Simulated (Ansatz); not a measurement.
A relaxation computed with Ansatz, from input to last step.

```yaml
crystal:
  lattice:
    - [5.1293020031, 0.0, 0.0]
    - [0.0, 3.041037656, 0.0]
    - [0.0, 0.0, 5.7065706762]
  atoms:
    - { symbol: Fe, position: [1.0001163922, 0.75, 0.201073853], spin: 0.6 }
    - { symbol: Fe, position: [-0.0001163922, 0.25, 0.798926147], spin: 0.6 }
    - { symbol: Fe, position: [0.4998836078, 0.25, 0.701073853], spin: 0.6 }
    - { symbol: Fe, position: [0.5001163922, 0.75, 0.298926147], spin: 0.6 }
    - { symbol: P, position: [0.8093791706, 0.75, 0.5675849888] }
    - { symbol: P, position: [0.1906208294, 0.25, 0.4324150112] }
    - { symbol: P, position: [0.6906208294, 0.25, 0.0675849888] }
    - { symbol: P, position: [0.3093791706, 0.75, 0.9324150112] }
basis:
  ecutwfc: 500
kpoints:
  mp_grid: { grid: [8, 12, 6] }
hamiltonian:
  xc: r2scan
scf:
  occupations: { method: gaussian, width: 0.1 }
output:
  forces: true
  stress: true
  eigenvalues: true
  populations: true
  write_density: true
  write_potential: true
  elf: true
  volumetric_format: npy
magnetization:
  spin_polarized: true
relax:
  adjacent_minimum: "off"
  f_tol: 0.005
  max_steps: 80
  cell: { stress_tol: 0.05 }
```

```bash
ansatz run input.yaml --threads 2 --pin off --max-ram 5120MiB --backend cpu --events-out ev --progress --plain --runs-dir out
```

All numbers below come from Ansatz, DFT r2SCAN, scalar-relativistic, plane waves, PAW.

Of 5 frames 4 are shown, positions in Å and forces in eV/Å; the SCF threshold varies from step to step. Steps run on the plane waves of an earlier cell, with a Pulay correction in the pressure. The basis is chosen afresh for the last frame, the zero of the energies, and at times for earlier ones too; energy and pressure can step there, also at an unchanged geometry. Where two frames share a geometry here, they differ by under 2 meV/atom and 0.3 GPa.

```xyz
8
Lattice="5.1293 0.0000 0.0000 0.0000 3.0410 0.0000 0.0000 0.0000 5.7066" Properties=species:S:1:pos:R:3:forces:R:3 pbc="T T T" step=1 free_energy_over_end_meV_per_atom=0.09 pressure_GPa=0.08
Fe    5.1299    2.2808    1.1474    0.0311    0.0000    0.0177
Fe   -0.0006    0.7603    4.5591   -0.0311    0.0000   -0.0177
Fe    2.5641    0.7603    4.0007   -0.0311    0.0000    0.0177
Fe    2.5652    2.2808    1.7058    0.0311    0.0000   -0.0177
P     4.1516    2.2808    3.2390    0.0360    0.0000   -0.0053
P     0.9778    0.7603    2.4676   -0.0360    0.0000    0.0053
P     3.5424    0.7603    0.3857   -0.0360    0.0000   -0.0053
P     1.5869    2.2808    5.3209    0.0360    0.0000    0.0053
8
Lattice="5.1241 0.0000 0.0000 0.0000 3.0461 0.0000 0.0000 0.0000 5.7056" Properties=species:S:1:pos:R:3:forces:R:3 pbc="T T T" step=2 free_energy_over_end_meV_per_atom=0.04 pressure_GPa=0.05
Fe    5.1253    2.2846    1.1473    0.0268    0.0000    0.0112
Fe   -0.0011    0.7615    4.5583   -0.0268    0.0000   -0.0112
Fe    2.5609    0.7615    4.0001   -0.0268    0.0000    0.0112
Fe    2.5632    2.2846    1.7055    0.0268    0.0000   -0.0112
P     4.1485    2.2846    3.2393    0.0210    0.0000   -0.0096
P     0.9757    0.7615    2.4662   -0.0210    0.0000    0.0096
P     3.5377    0.7615    0.3865   -0.0210    0.0000   -0.0096
P     1.5864    2.2846    5.3190    0.0210    0.0000    0.0096
8
Lattice="5.1249 0.0000 0.0000 0.0000 3.0479 0.0000 0.0000 0.0000 5.7036" Properties=species:S:1:pos:R:3:forces:R:3 pbc="T T T" step=3 free_energy_over_end_meV_per_atom=0.02 pressure_GPa=0.00
Fe    5.1279    2.2860    1.1473    0.0116    0.0000    0.0009
Fe   -0.0030    0.7620    4.5563   -0.0116    0.0000   -0.0009
Fe    2.5594    0.7620    3.9991   -0.0116    0.0000    0.0009
Fe    2.5655    2.2860    1.7045    0.0116    0.0000   -0.0009
P     4.1499    2.2860    3.2379    0.0089    0.0000   -0.0006
P     0.9750    0.7620    2.4657   -0.0089    0.0000    0.0006
P     3.5375    0.7620    0.3861   -0.0089    0.0000   -0.0006
P     1.5874    2.2860    5.3175    0.0089    0.0000    0.0006
8
Lattice="5.1253 0.0000 0.0000 0.0000 3.0475 0.0000 0.0000 0.0000 5.7045" Properties=species:S:1:pos:R:3:forces:R:3 pbc="T T T" step=5 free_energy_over_end_meV_per_atom=0.00 pressure_GPa=-0.02
Fe    5.1298    2.2856    1.1476    0.0007    0.0000    0.0001
Fe   -0.0046    0.7619    4.5570   -0.0007    0.0000   -0.0001
Fe    2.5581    0.7619    3.9998   -0.0007    0.0000    0.0001
Fe    2.5672    2.2856    1.7047    0.0007    0.0000   -0.0001
P     4.1507    2.2856    3.2384   -0.0010    0.0000   -0.0013
P     0.9746    0.7619    2.4661    0.0010    0.0000    0.0013
P     3.5372    0.7619    0.3861    0.0010    0.0000   -0.0013
P     1.5881    2.2856    5.3184   -0.0010    0.0000    0.0013
```

The run took 8.8 min on 2 threads of Oxide Virtual Turin-like Processor (Zen 5), with other jobs on the host, peak memory 1.5 GiB.

The state reached may not be the lowest one. The program reads another magnetic order as possibly lower. Only parallel moments were tried here.